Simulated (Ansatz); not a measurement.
Ansatz (an electronic-structure program) input:

Ansatz 0.2 input:
```yaml
crystal:
  lattice:
    - [0.0, 2.0858032256, 2.0858032256]
    - [2.0858032256, 0.0, 2.0858032256]
    - [2.0858032256, 2.0858032256, 0.0]
  atoms:
    - { symbol: Ti, position: [0.0, 0.0, 0.0] }
    - { symbol: N, position: [0.5, 0.5, 0.5] }
kpoints:
  mp_grid: { grid: [17, 17, 17] }
hamiltonian:
  xc: lda
  pseudopotentials: { azcp: { folder: ./paw }, kind: paw }
scf:
  occupations: { method: fermi_dirac, width: 0.1 }
phonons:
  method: dfpt
  response_accuracy: low
  eigenvectors: true
  rigid_motions: translations
```

Output (shortened):

```
Pseudopotential: Ti, paw, valence charge 12
Pseudopotential: N, paw, valence charge 5
Functional definition: SPW92
Crystal: 2 atoms, lattice volume = 18.149 Å³
Basis set: ecut = 420 eV, 339 PW (Γ), exchange–correlation on 40×40×40 points (8 copies of the dense FFT grid, shifted against one another)
Bands: 13, of which v1, the nominal top of the filled ones, is band 9 counted from 1 (8 counted from 0)
Symmetry: 48 space group operations
k-points: 405 of 4913 (irreducible under 8 space group operations, time reversal used)
SCF iter   1: F=—  HF=-2828.499607 eV  |F-HF|=—  |Δ(HF+E_count)|=         —  Δρ=7.87e-2  dr2=1.36e0  ethr=3.10e-3  ⟨swp⟩=4.8  Hψ=55797  notcnv=0
automatic band count: the SCF goes on with 17 bands, as 13 were too few: they end inside the smearing window of the response
preconditioner: auto → none
SCF iter   2: F=—  HF=-2828.382062 eV  |F-HF|=—  |Δ(HF+E_count)|=   1.18e-1  Δρ=5.91e-2  dr2=7.87e-1  ethr=3.10e-3  ⟨swp⟩=1.0  Hψ=10137  notcnv=0  defer=2
SCF iter   3: F=—  HF=-2828.213352 eV  |F-HF|=—  |Δ(HF+E_count)|=   1.69e-1  Δρ=4.57e-3  dr2=1.40e-3  ethr=3.10e-3  ⟨swp⟩=2.3  Hψ=9778  notcnv=0  defer=2
SCF iter   4: F=—  HF=-2828.213327 eV  |F-HF|=—  |Δ(HF+E_count)|=   2.48e-5  Δρ=1.33e-3  dr2=2.45e-4  ethr=8.23e-6  ⟨swp⟩=2.0  Hψ=13771  notcnv=0  defer=427
SCF iter   5: F=—  HF=-2828.213236 eV  |F-HF|=—  |Δ(HF+E_count)|=   9.06e-5  Δρ=1.64e-4  dr2=4.81e-6  ethr=1.44e-6  ⟨swp⟩=2.1  Hψ=9334  notcnv=0  defer=427
SCF iter   6: F=—  HF=-2828.213233 eV  |F-HF|=—  |Δ(HF+E_count)|=   3.63e-6  Δρ=2.04e-5  dr2=6.39e-8  ethr=2.83e-8  ⟨swp⟩=1.4  Hψ=7051  notcnv=0  defer=427
SCF iter   7: F=—  HF=-2828.213233 eV  |F-HF|=—  |Δ(HF+E_count)|=   2.08e-7  Δρ=1.82e-6  dr2=4.18e-10  ethr=3.76e-10  ⟨swp⟩=1.4  Hψ=6946  notcnv=0  defer=442
SCF iter   8: F=-2828.213233 eV  HF=-2828.213233 eV  |F-HF|=2.73e-12  |Δ(HF+E_count)|=  7.37e-11  Δρ=1.97e-7  dr2=4.89e-12  ethr=1.00e-12  ⟨swp⟩=7.4  Hψ=29522  notcnv=0
SCF 1 converged in 8 iterations: F = -2828.213233 eV  dr2 = 4.89e-12
DFPT response loops at Γ: preconditioner auto → Kerker (q_TF=auto, 2.699 Å⁻¹) (partly filled bands, converged f_vac=0.000) …
SCF converged after 8 iterations
Free energy (F): -2828.213233 eV
Harris-Foulkes:  -2828.213233 eV  (|F-HF|=2.73e-12)
Internal energy: -2828.187655 eV  (E = F + TS)
E sigma→0 (E₀):  -2828.200444 eV
Entropy (-TS):   -0.025578 eV (-12.789 meV/atom)
Fermi energy:    17.661029 eV
--- Per-component energies (eV) ---
  E_band       = -80.259912
  E_kinetic    = 412.912117
  E_local      = -805.370111  (includes V_loc(G=0)·N_el)
  E_nonlocal   = 100.546487
  E_hartree    = 314.975016
  E_xc         = -176.450417
  E_vxc        = -223.264048  (∫ρ·V_xc dr)
  E_paw        = -1112.205697  (= ΣΔE_a)
  E_vpaw       = -195.035270  (= ΣTr[D̂ρ^β])
  E_aug_tail   = 0.000867  (compensation charges beyond the density's cutoff)
  E_ewald      = -1563.001911
  E_core_change = 0.405995  (= ΣΔE_core)
  E_smearing   = -0.025578  (= −TS)
  E_closure    = 0.000000  (closes the sum)
  Σ components = -2828.213233   (vs F -2828.213233, Δ=0.00e0)
  [band-id]    e_kinetic+e_local+e_nonlocal+2·e_hartree+e_vxc+e_vpaw+e_augmentation_tail = -80.259926   (vs E_band -80.259912, Δ=-1.44e-5)
--- Band table (eV; the first three rows and the last of 405) ---
  k-point 0: bands = ["-39.4938", "-15.7409", "-15.7409", "-15.7409", "0.5132", "15.6090", "15.6090", "15.6090", "16.9824", "16.9824", "16.9824", "18.2805", "18.2805", "23.7734", "31.0266", "38.0357", "38.0357"]
  k-point 1: bands = ["-39.4895", "-15.7697", "-15.7432", "-15.7432", "0.5885", "15.1793", "15.2770", "15.2770", "17.0984", "17.0984", "17.2227", "18.6191", "18.6191", "23.9525", "31.1031", "37.9296", "37.9417"]
  k-point 2: bands = ["-39.4772", "-15.8515", "-15.7496", "-15.7496", "0.8077", "14.2961", "14.6170", "14.6170", "17.3373", "17.3373", "17.6035", "19.3980", "19.3980", "24.4240", "31.2393", "37.6147", "37.6147"]
  k-point 404: bands = ["-39.3242", "-16.2278", "-16.1796", "-16.0120", "2.5069", "11.8213", "12.1281", "12.2472", "18.4391", "18.8792", "20.2734", "21.1849", "21.9048", "29.9859", "30.3056", "31.4226", "35.0689"]
--- Phonons (Γ-DFPT): 2 representative perturbations + reference, on 405 of 4913 k-points (Σ response iterations 6) ---
  ASR residual: 7.031e-4 → 0.000e0 eV/Å²; symmetrization residual: 4.584e-6 eV/Å²
  ASR residual per site (eV/Å²): 7.03e-4 7.82e-6
  Γ frequencies (cm⁻¹): 0.00 0.00 0.00 551.43 551.43 551.43
  non-analytic LO–TO correction: not included (Born effective charges unavailable; polar crystals: no LO–TO splitting at Γ)
```

Cost: very roughly 18 core-seconds on shared cores.

Space group Fm-3m (rock salt). The LDA relaxation kept the symmetry of its start. The run is not spin-polarised. With an odd number of electrons in the cell and no spin polarisation, the count alone makes it a metal. As this level gives no gap, phonon frequencies hold no LO–TO term and depend on the k-mesh and smearing (Fermi–Dirac, 0.1 eV here).

Potentials: the earlier of the program's two PAW sets. The files were generated under PBE; for other functionals the program regenerates the frozen cores, and for LDA and PBEsol the local potential too.

Ansatz is a plane-wave DFT program.
